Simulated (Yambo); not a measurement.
Input:

```
CELL_PARAMETERS angstrom
      3.74516    -3.18013     0.00000
      3.74516     3.18013     0.00000
     -1.44385     0.00000     7.64245
ATOMIC_POSITIONS crystal
  O  0.88402 0.77580 0.20954
  O  0.11598 0.22420 0.79046
  O  0.22420 0.11598 0.29046
  O  0.77580 0.88402 0.70954
  O  0.22316 0.80760 0.59489
  O  0.77684 0.19240 0.40511
  O  0.19240 0.77684 0.90511
  O  0.80760 0.22316 0.09489
  S  0.92576 0.07424 0.25000
  S  0.07424 0.92576 0.75000
  Pd 0.50000 0.00000 0.50000
  Pd 0.00000 0.50000 0.00000
```

Workflow: PBEsol (pw.x of Quantum ESPRESSO, ONCV potentials, scalar-relativistic), then G0W0 in Yambo (2×2×2 Γ-centred k mesh, bands 9 to 278 and a 7 Ry block in the screening, 278 bands in G with the Bruneval-Gonze terminator, plasmon pole fitted at 27.2 eV).

Q: Give the PBEsol and G0W0 gaps between the band edges found on this mesh, and say where the edges lie.

A: Edges: (-0.5, -0.5, 0) → (-0.5, -0.5, 0). PBEsol: 0.94 eV; G0W0: 2.79 eV. Nearest settings tried, and what they do to the gap: 117 bands in G: +12 meV; 140 bands in W: -30 meV; 6 Ry block (323 vectors against 375): +1 meV; 2×2×1 mesh: +189 meV. So the settings aren't converged at that level. The k mesh is coarse. Spin-orbit splittings are left out.

Geometry of the Materials Project entry, not relaxed at this level.

The structure is a Materials Project entry; no match was found in the copy of COD used, and its stability was not checked.
